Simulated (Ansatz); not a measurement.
ZrGeO₃ in space group P4mm (No. 99; Zr on 1b, Ge on 1a, O on 2c, O on 1b), PBEsol (plane waves, PAW; program Ansatz), all energies at zero smearing, with the estimated change up to a 700 eV cutoff added, with one set of potentials and settings (totals compare only within such a set). Cell of 5 atoms (1 Zr, 1 Ge, 3 O): -10068.510 eV.

```tsv
element	reference phase	E (eV/atom)
Zr	Cmmm, 3 atoms in the cell	-4128.6684
Ge	Fd-3m, 2 atoms in the cell	-4253.5039
O	C2/m, 4 atoms in the cell, spin-polarised	-558.3609
```

Formation energy per atom, worked out: (-10068.510 − 1×(-4128.6684) − 1×(-4253.5039) − 3×(-558.3609))/5 = -2.251 eV/atom (-217 kJ per mol of atoms), at 0 K, without zero-point energy or fitted corrections.

The start of the workflow was typed in or built on a structure type; neither database checked (COD, Materials Project) lists it. Whether it is the stable phase at ambient conditions was not checked. Symmetry was held in the PBEsol relaxation. At this level the phase is dynamically unstable (imaginary phonons). No spin polarisation was allowed. The references are the lowest solids computed at this level, not always the standard phases (solids in place of the gases).

Potentials: the earlier of the program's two PAW sets. The files were generated under PBE; for other functionals the program regenerates the frozen cores, and for LDA and PBEsol the local potential too.
